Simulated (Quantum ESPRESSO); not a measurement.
CaZn2MgO4, input and log of a self-consistent run

Simulated, not a measurement. The program is pw.x of Quantum ESPRESSO 7.5 (plane-wave density functional theory). The cell is made up: 8 atoms on a rocksalt lattice, with randomly drawn elements, strain and displacements, not relaxed. PseudoDojo standard norm-conserving files (v0.5 for PBE, v0.4.1 for LDA and PBEsol) set the functional; there is no spin polarisation, spin-orbit coupling or dispersion term, and the masses in the input are unused placeholders.

Input:

```
&control calculation='scf', pseudo_dir='./dojo.nc.sr.pbe.v0_5.standard.upf', outdir='./o', disk_io='low', tprnfor=.true., tstress=.true. /
&system ibrav=0, nat=8, ntyp=4, nbnd=48, ecutwfc=84.00895049, nosym=.true., tot_charge=0,
 occupations='smearing', smearing='fd', degauss=0.0018374661
/
&electrons conv_thr=7.350e-09, electron_maxstep=60, /
ATOMIC_SPECIES
Ca 1.0 Ca.upf
Mg 1.0 Mg.upf
O 1.0 O.upf
Zn 1.0 Zn.upf
CELL_PARAMETERS angstrom
4.4036 -0.052 0.0234
-0.052 4.3888 -0.016
0.0234 -0.016 4.5431
ATOMIC_POSITIONS angstrom
Ca 0.0152 0.0234 0.0222
Zn 0.0001 2.1426 2.2628
Zn 2.1923 -0.0834 2.2813
Mg 2.1882 2.1245 -0.0013
O 2.1695 -0.0164 0.0137
O 2.1727 2.2092 2.3122
O 4.3887 -0.056 2.2981
O 4.3695 2.1 0.0106
K_POINTS automatic
4 4 4 1 1 1
```

The log is shortened where brackets say so; the opening notice, blank lines, dates and the lines on written files are dropped, and the path of the files is cut. It prints rydbergs, bohrs and kilobars, and counts compression as positive stress.

```
     Program PWSCF v.7.5
     Parallel version (MPI & OpenMP), running on       4 processor cores
     Number of MPI processes:                 4
     Threads/MPI process:                     1
     [start-up lines left out]
     bravais-lattice index     =            0
     lattice parameter (alat)  =       8.3223  a.u.
     unit-cell volume          =     592.4129 (a.u.)^3
     number of atoms/cell      =            8
     number of atomic types    =            4
     number of electrons       =        84.00
     number of Kohn-Sham states=           48
     kinetic-energy cutoff     =      84.0090  Ry
     charge density cutoff     =     336.0358  Ry
     scf convergence threshold =      7.3E-09
     mixing beta               =       0.7000
     number of iterations used =            8  plain     mixing
     Exchange-correlation= PBE
                           (   1   4   3   4   0   0   0)
     [axes and pseudopotential details left out]
   Cartesian axes
     site n.     atom                  positions (alat units)
         1        Ca     tau(   1) = (   0.0034514   0.0053134   0.0050409  )
         2        Zn     tau(   2) = (   0.0000227   0.4865157   0.5138092  )
         3        Zn     tau(   3) = (   0.4978009  -0.0189375   0.5180100  )
         4        Mg     tau(   4) = (   0.4968700   0.4824057  -0.0002952  )
         5        O      tau(   5) = (   0.4926238  -0.0037239   0.0031108  )
         6        O      tau(   6) = (   0.4933504   0.5016384   0.5250264  )
         7        O      tau(   7) = (   0.9965329  -0.0127158   0.5218247  )
         8        O      tau(   8) = (   0.9921732   0.4768426   0.0024069  )
     number of k points=    32  Fermi-Dirac smearing, width (Ry)=  0.0018
                       cart. coord. in units 2pi/alat
        k(    1) = (   0.1258716   0.1273644   0.1209722), wk =   0.0625000
        k(    2) = (   0.1245941   0.1282328   0.3633256), wk =   0.0625000
     [further k points left out]
     Dense  grid:    61623 G-vectors     FFT dimensions: (  50,  50,  54)
     Estimated max dynamical RAM per process >     133.67 MB
     Estimated total dynamical RAM >     489.54 MB
     Initial potential from superposition of free atoms
     starting charge      83.9940, renormalised to      84.0000
     Starting wfcs are   46 randomized atomic wfcs +    2 random wfcs
     total cpu time spent up to now is        1.2 secs
     per-process dynamical memory:    96.2 Mb
     Self-consistent Calculation
     iteration #  1     ecut=    84.01 Ry     beta= 0.70
     Davidson diagonalization with overlap
     ethr =  1.00E-02,  avg # of iterations =  6.2
     total cpu time spent up to now is        3.3 secs
     total energy              =   -1164.21975150 Ry
     estimated scf accuracy    <       1.98286304 Ry
     iteration #  2     ecut=    84.01 Ry     beta= 0.70
     Davidson diagonalization with overlap
     ethr =  2.36E-03,  avg # of iterations =  4.0
     total cpu time spent up to now is        5.3 secs
     total energy              =   -1164.58618558 Ry
     estimated scf accuracy    <       3.05803800 Ry
     iteration #  3     ecut=    84.01 Ry     beta= 0.70
     Davidson diagonalization with overlap
     ethr =  2.36E-03,  avg # of iterations =  3.3
     total cpu time spent up to now is        7.1 secs
     total energy              =   -1165.16597795 Ry
     estimated scf accuracy    <       0.04523481 Ry
     iteration #  4     ecut=    84.01 Ry     beta= 0.70
     Davidson diagonalization with overlap
     ethr =  5.39E-05,  avg # of iterations =  5.5
     total cpu time spent up to now is        9.4 secs
     total energy              =   -1165.18339970 Ry
     estimated scf accuracy    <       0.03797138 Ry
     iteration #  5     ecut=    84.01 Ry     beta= 0.70
     Davidson diagonalization with overlap
     ethr =  4.52E-05,  avg # of iterations =  2.1
     total cpu time spent up to now is       10.9 secs
     total energy              =   -1165.18865151 Ry
     estimated scf accuracy    <       0.00187327 Ry
     iteration #  6     ecut=    84.01 Ry     beta= 0.70
     Davidson diagonalization with overlap
     ethr =  2.23E-06,  avg # of iterations =  4.9
     total cpu time spent up to now is       13.0 secs
     total energy              =   -1165.18899265 Ry
     estimated scf accuracy    <       0.00059737 Ry
     iteration #  7     ecut=    84.01 Ry     beta= 0.70
     Davidson diagonalization with overlap
     ethr =  7.11E-07,  avg # of iterations =  2.2
     total cpu time spent up to now is       14.6 secs
     total energy              =   -1165.18912117 Ry
     estimated scf accuracy    <       0.00005277 Ry
     iteration #  8     ecut=    84.01 Ry     beta= 0.70
     Davidson diagonalization with overlap
     ethr =  6.28E-08,  avg # of iterations =  3.6
     total cpu time spent up to now is       16.5 secs
     total energy              =   -1165.18912972 Ry
     estimated scf accuracy    <       0.00000422 Ry
     iteration #  9     ecut=    84.01 Ry     beta= 0.70
     Davidson diagonalization with overlap
     ethr =  5.02E-09,  avg # of iterations =  3.1
     total cpu time spent up to now is       18.2 secs
     total energy              =   -1165.18913047 Ry
     estimated scf accuracy    <       0.00000032 Ry
     iteration # 10     ecut=    84.01 Ry     beta= 0.70
     Davidson diagonalization with overlap
     ethr =  3.77E-10,  avg # of iterations =  3.9
     total cpu time spent up to now is       20.0 secs
     total energy              =   -1165.18913056 Ry
     estimated scf accuracy    <       0.00000004 Ry
     iteration # 11     ecut=    84.01 Ry     beta= 0.70
     Davidson diagonalization with overlap
     ethr =  4.68E-11,  avg # of iterations =  2.2
     total cpu time spent up to now is       21.7 secs
     End of self-consistent calculation
     [lines on levels left out]
!    total energy              =   -1165.18913056 Ry
     estimated scf accuracy    <          6.4E-09 Ry
     smearing contrib. (-TS)   =       0.00000000 Ry
     internal energy E=F+TS    =   -1165.18913056 Ry
     The total energy is F=E-TS. E is the sum of the following terms:
     one-electron contribution =    -711.14999665 Ry
     hartree contribution      =     389.30998565 Ry
     xc contribution           =    -154.50315940 Ry
     ewald contribution        =    -688.84596016 Ry
     convergence has been achieved in  11 iterations
     Forces acting on atoms (cartesian axes, Ry/au):
     atom    1 type  1   force =    -0.02319714   -0.03928625   -0.00826804
     atom    2 type  4   force =    -0.00361515    0.00527340    0.00291600
     atom    3 type  4   force =     0.00391696    0.00399159    0.00215723
     atom    4 type  2   force =    -0.00132563    0.01095861   -0.00139002
     atom    5 type  3   force =     0.02326051   -0.00243834    0.00324388
     atom    6 type  3   force =     0.00056920   -0.01248901   -0.00642680
     atom    7 type  3   force =     0.00167416    0.00012630    0.00436796
     atom    8 type  3   force =    -0.00128292    0.03386369    0.00339979
     Total force =     0.065543     Total SCF correction =     0.000285
     Computing stress (Cartesian axis) and pressure
          total   stress  (Ry/bohr**3)                   (kbar)     P=       24.82
   0.00025187   0.00014995  -0.00006462           37.05       22.06       -9.51
   0.00014995   0.00034311   0.00004328           22.06       50.47        6.37
  -0.00006462   0.00004328  -0.00008885           -9.51        6.37      -13.07
     init_run     :      1.12s CPU      1.17s WALL (       1 calls)
     electrons    :     20.36s CPU     20.45s WALL (       1 calls)
     forces       :      0.30s CPU      0.31s WALL (       1 calls)
     stress       :      0.98s CPU      0.98s WALL (       1 calls)
     [timing details left out]
     PWSCF        :     22.83s CPU     22.99s WALL
     JOB DONE.
```

In other units: free energy -15853.206 eV for the cell, pressure 2.48 GPa, largest force component 1.010 eV/Å. A rerun of the same cell at another strain at 1437 eV and a 6 x 6 x 6 mesh moved values by no more than 0.002 eV in energy, 0.04 GPa in stress and 0.003 eV/Å in force.